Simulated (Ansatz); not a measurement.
Te$_{7}$Pd$_{20}$:
```yaml
crystal:
  lattice:
    - [5.98007, 3.45260, 3.75068]
    - [-5.98007, 3.45260, 3.75068]
    - [0.00000, -6.90519, 3.75068]
  atoms:
    - { symbol: Te, position: [0.00000, 0.00000, 0.00000] }
    - { symbol: Te, position: [0.88364, 0.45416, 0.71857] }
    - { symbol: Te, position: [0.11636, 0.54584, 0.28143] }
    - { symbol: Te, position: [0.71857, 0.88364, 0.45416] }
    - { symbol: Te, position: [0.28143, 0.11636, 0.54584] }
    - { symbol: Te, position: [0.45416, 0.71857, 0.88364] }
    - { symbol: Te, position: [0.54584, 0.28143, 0.11636] }
    - { symbol: Pd, position: [0.37854, 0.37854, 0.37854] }
    - { symbol: Pd, position: [0.62146, 0.62146, 0.62146] }
    - { symbol: Pd, position: [0.31664, 0.00742, 0.21377] }
    - { symbol: Pd, position: [0.68336, 0.99258, 0.78623] }
    - { symbol: Pd, position: [0.21377, 0.31664, 0.00742] }
    - { symbol: Pd, position: [0.78623, 0.68336, 0.99258] }
    - { symbol: Pd, position: [0.00742, 0.21377, 0.31664] }
    - { symbol: Pd, position: [0.99258, 0.78623, 0.68336] }
    - { symbol: Pd, position: [0.14173, 0.66905, 0.98756] }
    - { symbol: Pd, position: [0.85827, 0.33095, 0.01244] }
    - { symbol: Pd, position: [0.98756, 0.14173, 0.66905] }
    - { symbol: Pd, position: [0.01244, 0.85827, 0.33095] }
    - { symbol: Pd, position: [0.66905, 0.98756, 0.14173] }
    - { symbol: Pd, position: [0.33095, 0.01244, 0.85827] }
    - { symbol: Pd, position: [0.68334, 0.22763, 0.45084] }
    - { symbol: Pd, position: [0.31666, 0.77237, 0.54916] }
    - { symbol: Pd, position: [0.45084, 0.68334, 0.22763] }
    - { symbol: Pd, position: [0.54916, 0.31666, 0.77237] }
    - { symbol: Pd, position: [0.22763, 0.45084, 0.68334] }
    - { symbol: Pd, position: [0.77237, 0.54916, 0.31666] }
```

Relaxed with r²SCAN. Special points in fractions of this cell's reciprocal vectors: Γ (0.000, 0.000, 0.000); L (0.500, 0.000, 0.000); T (0.500, -0.500, 0.500); P0 (0.363, -0.637, 0.363); P2 (0.363, 0.363, 0.363); F (0.500, -0.500, 0.000).

Task: List the band energies nearest the Fermi level at these points for r²SCAN (plane waves, PAW; program Ansatz).

Result: In eV from the Fermi level; about four levels below and three above (degenerate sets whole), none deeper than 8.9 eV; points with the same levels are listed once.

| k | below | above |
|---|---|---|
| Γ | -0.63 -0.24 -0.24 -0.06 | 0.18 0.47 0.47 |
| L | -0.52 -0.18 -0.10 -0.07 | 0.54 0.60 0.97 |
| T | -0.33 -0.33 -0.14 -0.02 | 0.11 0.11 0.23 |
| P0 | -0.56 -0.56 -0.37 -0.12 | 0.15 0.15 0.59 0.59 |
| F | -0.39 -0.25 -0.24 -0.07 | 0.15 0.63 0.76 |

Space group R-3. The first step of the workflow began from a Materials Project structure, measured or hypothetical; the Crystallography Open Database copy checked does not list it. Its standing as an ambient phase is unchecked. Symmetry was held in the r²SCAN relaxation; whether a distortion lowers the energy is not shown. No spin polarisation was allowed. Spin–orbit coupling is left out wherever it is not named.

Potentials: the later of the program's two PAW sets.
